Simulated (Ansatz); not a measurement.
An Ansatz (an electronic-structure program) run. Input:

Ansatz 0.2 input:
```yaml
crystal:
  lattice:
    - [0.0, 4.2047301885, 4.2047301885]
    - [4.2047301885, 0.0, 4.2047301885]
    - [4.2047301885, 4.2047301885, 0.0]
  atoms:
    - { symbol: Ba, position: [0.75, 0.75, 0.75] }
    - { symbol: Ba, position: [0.25, 0.25, 0.25] }
    - { symbol: Ca, position: [0.0, 0.0, 0.0] }
    - { symbol: Te, position: [0.5, 0.5, 0.5] }
    - { symbol: O, position: [0.7294974102, 0.2705025898, 0.7294974102] }
    - { symbol: O, position: [0.2705025898, 0.7294974102, 0.2705025898] }
    - { symbol: O, position: [0.7294974102, 0.2705025898, 0.2705025898] }
    - { symbol: O, position: [0.2705025898, 0.7294974102, 0.7294974102] }
    - { symbol: O, position: [0.7294974102, 0.7294974102, 0.2705025898] }
    - { symbol: O, position: [0.2705025898, 0.2705025898, 0.7294974102] }
kpoints:
  mp_grid: { grid: [4, 4, 4] }
hamiltonian:
  xc: hse06
  pseudopotentials: { kind: paw }
scf:
  n_extra_bands: 10
  occupations: { method: fixed }
output:
  eigenvalues: true
  eigenstates:
    e_range: [-9.0, 14.3]
    kpoints:
      - [0.0, 0.0, 0.0]  # VBM
      - [0.0, 0.0, 0.0]  # CBM
      - [0.0, 0.0, 0.0]  # GAMMA
      - [0.5, 0.0, 0.5]  # X
      - [0.5, 0.5, 0.5]  # L
      - [0.5, 0.25, 0.75]  # W
      - [0.375, 0.375, 0.75]  # K
      - [0.625, 0.25, 0.625]  # U
```

Output (shortened):

```
Pseudopotential: Ba, paw, valence charge 10
Pseudopotential: Ca, paw, valence charge 10
Pseudopotential: Te, paw, valence charge 16
Pseudopotential: O, paw, valence charge 6
Functional definition: HSE06
davidson cushion auto → on  (no smearing: the cushion is to keep the highest requested band from converging to the state above it …
Crystal: 10 atoms, lattice volume = 148.677 Å³
Basis set: ecut = 420 eV, 2891 PW (Γ)
Bands: 51, of which v1, the nominal top of the filled ones, is band 41 counted from 1 (40 counted from 0)
Symmetry: 48 space group operations
Space group: Fm-3m (ITA 225), of the structure as read, at distance tolerance 5.3e-5 Å
k-points: 8 of 64
SCF iter   1: F=—  HF=-24109.234482 eV  |F-HF|=—  |Δ(HF+E_count)|=         —  Δρ=1.26e-3  dr2=1.71e-3  ethr=1.77e-3  ⟨swp⟩=12.4  Hψ=2414  notcnv=0
preconditioner: auto → none
SCF iter   2: F=-24109.238418 eV  HF=-24109.238115 eV  |F-HF|=3.03e-4  |Δ(HF+E_count)|=   3.63e-3  Δρ=6.20e-4  dr2=2.70e-4  ethr=2.08e-6  ⟨swp⟩=7.1  Hψ=1737  notcnv=0
SCF 1 stopped early in 2 iterations: F = -24109.238418 eV  dr2 = 2.70e-4
Crystal: 10 atoms, lattice volume = 148.677 Å³
Exchange kernel: α = 0.2500, screened, ω = 0.2079 Å⁻¹, Wigner–Seitz truncation, v(0) = 1046.5924 eV·Å³, q-mesh 4×4×4, nearest image of the exchange supercell L …
Frozen-core exchange: fock
SCF iter   1: F=—  HF=-24123.004134 eV  |F-HF|=—  |Δ(HF+E_count)|=         —  Δρ=8.05e-3  dr2=1.13e-1  ethr=3.29e-6  ⟨swp⟩=9.0  Hψ=2426  notcnv=0
preconditioner: auto → none
SCF iter   2: F=—  HF=-24122.969027 eV  |F-HF|=—  |Δ(HF+E_count)|=   3.51e-2  Δρ=5.54e-3  dr2=1.94e-2  ethr=3.29e-6  ⟨swp⟩=6.9  Hψ=1882  notcnv=0
SCF iter   3: F=—  HF=-24122.996222 eV  |F-HF|=—  |Δ(HF+E_count)|=   2.72e-2  Δρ=2.45e-3  dr2=6.39e-3  ethr=3.29e-6  ⟨swp⟩=5.6  Hψ=1507  notcnv=0
SCF iter   4: F=—  HF=-24122.994079 eV  |F-HF|=—  |Δ(HF+E_count)|=   2.14e-3  Δρ=7.60e-4  dr2=7.55e-4  ethr=3.29e-6  ⟨swp⟩=3.5  Hψ=1036  notcnv=0
iter 5 solved again at ethr=2.12e-8 eV; its pass at ethr=6.62e-7 eV (dr2=1.73e-5 eV) is discarded
SCF iter   5: F=—  HF=-24122.993956 eV  |F-HF|=—  |Δ(HF+E_count)|=   1.23e-4  Δρ=1.27e-4  dr2=1.64e-4  ethr=2.12e-8  ⟨swp⟩=4.6  Hψ=2266  notcnv=0
SCF iter   6: F=—  HF=-24122.995286 eV  |F-HF|=—  |Δ(HF+E_count)|=   1.33e-3  Δρ=5.42e-4  dr2=3.83e-4  ethr=2.12e-8  ⟨swp⟩=8.1  Hψ=1956  notcnv=0  defer=1
SCF iter   7: F=-24122.995161 eV  HF=-24122.995167 eV  |F-HF|=5.66e-6  |Δ(HF+E_count)|=   1.19e-4  Δρ=7.31e-5  dr2=9.29e-6  ethr=2.12e-8  ⟨swp⟩=5.0  Hψ=1545  notcnv=0
SCF 2 stopped early in 7 iterations: F = -24122.995161 eV  dr2 = 9.29e-6
hybrid outer 1: dexx = +3.712e-2 eV, tail = 1.79e-4 eV
Crystal: 10 atoms, lattice volume = 148.677 Å³
Exchange kernel: α = 0.2500, screened, ω = 0.2079 Å⁻¹, Wigner–Seitz truncation, v(0) = 1046.5924 eV·Å³, q-mesh 4×4×4, nearest image of the exchange supercell L …
Frozen-core exchange: fock
SCF iter   1: F=—  HF=-24122.994852 eV  |F-HF|=—  |Δ(HF+E_count)|=         —  Δρ=7.29e-5  dr2=4.67e-6  ethr=1.09e-6  ⟨swp⟩=5.0  Hψ=982  notcnv=0
preconditioner: auto → none
SCF iter   2: F=—  HF=-24122.994854 eV  |F-HF|=—  |Δ(HF+E_count)|=   2.02e-6  Δρ=3.82e-5  dr2=1.25e-6  ethr=5.49e-9  ⟨swp⟩=5.4  Hψ=1618  notcnv=0
SCF iter   3: F=—  HF=-24122.994854 eV  |F-HF|=—  |Δ(HF+E_count)|=   4.57e-8  Δρ=2.21e-5  dr2=7.57e-7  ethr=1.32e-9  ⟨swp⟩=4.0  Hψ=1272  notcnv=0
SCF iter   4: F=—  HF=-24122.994853 eV  |F-HF|=—  |Δ(HF+E_count)|=   1.88e-7  Δρ=8.98e-6  dr2=2.76e-7  ethr=7.17e-10  ⟨swp⟩=3.0  Hψ=984  notcnv=0
SCF iter   5: F=-24122.994855 eV  HF=-24122.994855 eV  |F-HF|=7.11e-8  |Δ(HF+E_count)|=   1.25e-6  Δρ=8.95e-6  dr2=8.08e-8  ethr=1.09e-10  ⟨swp⟩=8.0  Hψ=1714  notcnv=0  defer=8
SCF 3 converged in 5 iterations: F = -24122.994855 eV  dr2 = 8.08e-8
hybrid outer 2: dexx = +1.663e-6 eV, tail = 2.07e-7 eV, Δε = 2.61e-3 eV (about 1.50e-4 eV left of the loop's levels)
NSCF: frozen V_eff on 8 k-points
hybrid SCF converged: 2 outer / 12 inner (+2 warm-up), last move |dexx| = 1.66e-6 eV, tail = 2.07e-7 eV
Stability not checked (fock_operator)
Free energy (F): -24122.994855 eV
Frozen-core exchange: fock
Harris-Foulkes:  -24122.994855 eV  (|F-HF|=7.11e-8)
Internal energy: -24122.994855 eV  (E = F + TS)
E sigma→0 (E₀):  -24122.994855 eV
Fermi energy:    8.001690 eV
--- Per-component energies (eV) ---
  E_band       = -473.851241
  E_kinetic    = 1868.190464
  E_local      = -4694.585883  (includes V_loc(G=0)·N_el)
  E_nonlocal   = 147.739219
  E_hartree    = 2112.399729
  E_xc         = -841.311786
  E_vxc        = -895.303531  (∫ρ·V_xc dr)
  E_exx        = -230.039020  (= α·E_x^exact, valence–valence)
  E_paw        = -16918.854510  (= ΣΔE_a)
  E_vpaw       = -664.633536  (= ΣTr[D̂ρ^β])
  E_aug_tail   = 0.014496  (compensation charges beyond the density's cutoff)
  E_ewald      = -5565.758214
  E_core_change = -0.789348  (= ΣΔE_core)
  E_smearing   =  0.000000  (= −TS)
  E_closure    = 0.000000  (closes the sum)
  Σ components = -24122.994855   (vs F -24122.994855, Δ=7.28e-12)
  [band-id]    e_kinetic+e_local+e_nonlocal+2·e_hartree+e_vxc+2·e_exx+e_vpaw+e_augmentation_tail = -473.857354   (vs E_band -473.851241, Δ=-6.11e-3)
--- Band table (eV; the first three rows and the last of 8) ---
  k-point 0: bands = ["-31.9599", "-31.2043", "-31.2043", "-31.0378", "-31.0378", "-31.0378", "-18.5531", "-18.3968", "-12.3514", "-12.0743", "-12.0743", "-12.0743", "-9.8370", "-9.8370", "-9.8370", "-9.2753", "-9.2753", "-3.1088", "-3.1088", "-3.1088", …
  k-point 1: bands = ["-31.9598", "-31.2043", "-31.2043", "-31.0378", "-31.0378", "-31.0378", "-18.5253", "-18.4143", "-12.6459", "-12.0324", "-12.0324", "-11.6667", "-10.1209", "-10.1209", "-10.0896", "-9.0322", "-9.0322", "-2.9851", "-2.9851", "-2.8295", …
  k-point 2: bands = ["-31.9598", "-31.2043", "-31.2043", "-31.0378", "-31.0378", "-31.0378", "-18.4668", "-18.4625", "-12.8083", "-11.9856", "-11.9856", "-11.2804", "-10.4509", "-10.3223", "-10.3223", "-8.8767", "-8.8767", "-2.7682", "-2.7682", "-2.7358", …
  k-point 7: bands = ["-31.9598", "-31.2043", "-31.2042", "-31.0378", "-31.0378", "-31.0378", "-18.4606", "-18.4606", "-12.6585", "-12.0831", "-12.0831", "-11.6962", "-10.4255", "-9.8384", "-9.8384", "-9.3947", "-8.9888", "-2.7412", "-2.6399", "-2.6399", …
```

Cost: very roughly 12 core-minutes on shared cores.

The points marked VBM and CBM come from a semilocal run.

The workflow started from a Materials Project entry (that database holds measured and hypothetical structures alike); the Crystallography Open Database files this formula in space group No. 225, but the cells were not matched. Its standing as an ambient phase is unchecked. Symmetry was held in the r²SCAN relaxation; its stability against distortions is not shown here. Scalar-relativistic: spin–orbit coupling is off unless named, which matters more the heavier the elements.

Potentials: the later of the program's two PAW sets.

Ansatz is a plane-wave DFT program.
